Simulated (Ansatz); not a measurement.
All numbers below come from Ansatz 0.2.0, DFT PBE, scalar-relativistic, plane waves, PAW. All cells share a 420 eV cutoff and Γ-centred k meshes spaced at most about 0.3 Å⁻¹ (about 0.25 or finer for metals, 2π included). No spin polarisation in the final relaxations.

All energies are static (0 K, no zero-point motion). All come from trial cells, and lower structures may exist.

Question: Order these relaxed structures of K4CuPb by energy, lowest first, with the energy over the lowest of them.
A.

```xyz
6
Lattice="6.4231 0.0000 0.0000 -3.2116 5.5626 0.0000 0.0000 0.0000 6.9591" Properties=species:S:1:pos:R:3 pbc="T T T"
K     0.0000    3.7084    0.0000
K     3.2116    1.8542    0.0000
K     0.0000    3.7084    3.4795
K     3.2116    1.8542    3.4795
Cu    0.0000    0.0000    3.4795
Pb    0.0000    0.0000    0.0000
```

B.

```xyz
6
Lattice="7.5429 0.0000 0.0000 0.0000 7.5429 0.0000 0.0000 0.0000 7.5429" Properties=species:S:1:pos:R:3 pbc="T T T"
K     1.8047    1.8047    1.8047
K     5.7382    5.7382    1.8047
K     5.7382    1.8047    5.7382
K     1.8047    5.7382    5.7382
Cu    0.0000    0.0000    0.0000
Pb    3.7715    3.7715    3.7715
```

C.

```xyz
6
Lattice="7.3524 0.0000 0.0000 -3.6762 6.3674 0.0000 0.0000 0.0000 6.3079" Properties=species:S:1:pos:R:3 pbc="T T T"
K     0.0000    4.2449    0.0000
K     1.9454    5.3681    3.1539
K    -1.9454    5.3681    3.1539
K     0.0000    1.9985    3.1539
Cu    3.6762    2.1225    0.0000
Pb    0.0000    0.0000    0.0000
```

D.

```xyz
6
Lattice="6.0998 0.0000 0.0000 -3.0499 5.2826 0.0000 0.0000 0.0000 7.1852" Properties=species:S:1:pos:R:3 pbc="T T T"
K     0.0000    3.5217    5.3435
K     0.0000    3.5217    1.8417
K     3.0499    1.7609    5.3435
K     3.0499    1.7609    1.8417
Cu    0.0000    0.0000    0.0000
Pb    0.0000    0.0000    3.5926
```

Answer: D (0 meV/atom), A (83 meV/atom), B (163 meV/atom), C (260 meV/atom). Forms: D P6/mmm; A P6/mmm; B P-43m; C P-6m2. Counting all near atoms (those within 1.25 times the shortest distance at each site; a plus sign parts nearer from farther groups; a slash parts the counts of unlike sites): D has K 11, Cu 2+12, Pb 14; A has K 8, Cu 8, Pb 8; B has K 2, Cu 4, Pb 4; C has K 8/12, Cu 6+12, Pb 6+6. Even the lowest lies +0.22 eV/atom against the elements.

Spin–orbit coupling, which can matter for Pb, is left out. A magnetic state wasn't ruled out in cells without spin, among them P-43m. Cells relaxed within their symmetry can be saddle points. Some types were kept out of the candidates beforehand, so the set may lack a known form.
